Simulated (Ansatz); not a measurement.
Zone-centre phonons of TiCd at 6 GPa: input and output

Theory: DFT LDA, scalar-relativistic, plane waves, PAW (Ansatz).

Launched with:
```bash
ansatz run input.yaml --threads 1 --pin off --max-ram 3072MiB --backend cpu --events-out ev --progress --plain --runs-dir out
```

Input (bare energies are in eV):
```yaml
crystal:
  lattice:
    - [2.7855491637, 0.0, 0.0]
    - [0.0, 2.7855491637, 0.0]
    - [0.0, 0.0, 8.5854200486]
  atoms:
    - { symbol: Ti, position: [0.0, 0.5, 0.6128973829] }
    - { symbol: Ti, position: [0.5, 0.0, 0.3871026171] }
    - { symbol: Cd, position: [0.0, 0.5, 0.1315845927] }
    - { symbol: Cd, position: [0.5, 0.0, 0.8684154073] }
basis:
  ecutwfc: 420
kpoints:
  mp_grid: { grid: [16, 16, 6] }
hamiltonian:
  xc: lda
scf:
  occupations: { method: fermi_dirac, width: 0.15 }
output:
  eigenvalues: true
phonons:
  method: dfpt
  eigenvectors: true
```

Results section of the output:
```
--- Phonons (Γ-DFPT): 4 representative perturbations + reference, on 324 of 1536 k-points (Σ response iterations 36) ---
  k mesh reduced under 4 symmetry operations, with k and −k counted as one. Each operation leaves every solved displacement unchanged or reverses it
  ASR residual: 2.923e-3 → 0.000e0 eV/Å²; symmetrization residual: 8.084e-5 eV/Å²
  ASR residual per site (eV/Å²): 2.92e-3 2.92e-3 1.82e-4 1.82e-4
  Γ frequencies (cm⁻¹): 0.00 0.00 0.00 76.80 76.80 117.40 117.40 144.76 178.90 186.96 186.96 294.89
  non-analytic LO–TO correction: not included (Born effective charges unavailable; polar crystals: no LO–TO splitting at Γ)
```

Time: 3.4 min on 1 thread of AMD EPYC 9R45 96-Core Processor (Zen 5), on a shared host, peak memory 2.3 GiB.

In a metal, frequencies and elastic constants depend on the k mesh and the smearing, soft modes and shear constants most. Other phases may be more stable at this pressure.